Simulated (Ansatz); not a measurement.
Mg$_{2}$Si:
```yaml
crystal:
  lattice:
    - [0.00000, 3.16294, 3.16294]
    - [3.16294, 0.00000, 3.16294]
    - [3.16294, 3.16294, 0.00000]
  atoms:
    - { symbol: Si, position: [0.00000, 0.00000, 0.00000] }
    - { symbol: Mg, position: [0.25000, 0.25000, 0.25000] }
    - { symbol: Mg, position: [0.75000, 0.75000, 0.75000] }
```

Relaxed with PBEsol. Special points in fractions of this cell's reciprocal vectors: Γ (0.000, 0.000, 0.000); X (0.500, 0.000, 0.500); U (0.625, 0.250, 0.625); K (0.375, 0.375, 0.750); L (0.500, 0.500, 0.500); W (0.500, 0.250, 0.750).

**Question.** List the band energies nearest the valence-band maximum at these points for PBEsol (plane waves, PAW; program Ansatz).

**Answer.** In eV from the valence-band maximum; about four levels below and three above (degenerate sets whole), none deeper than 8.9 eV; points with the same levels are listed once.

| k | below | above |
|---|---|---|
| Γ | 0.00 0.00 0.00 | 1.87 2.56 2.56 2.56 |
| X | -7.14 -4.47 -1.97 -1.97 | 0.11 0.41 7.94 7.94 |
| U | -7.16 -4.05 -3.49 -1.64 | 0.65 2.97 5.84 |
| L | -7.71 -4.82 -0.71 -0.71 | 1.28 2.53 2.53 |
| W | -7.09 -3.63 -3.63 -2.71 | 2.62 3.58 3.58 |

Space group Fm-3m (fluorite or antifluorite type). The PBEsol relaxation kept the symmetry of its start.

Potentials: the later of the program's two PAW sets.
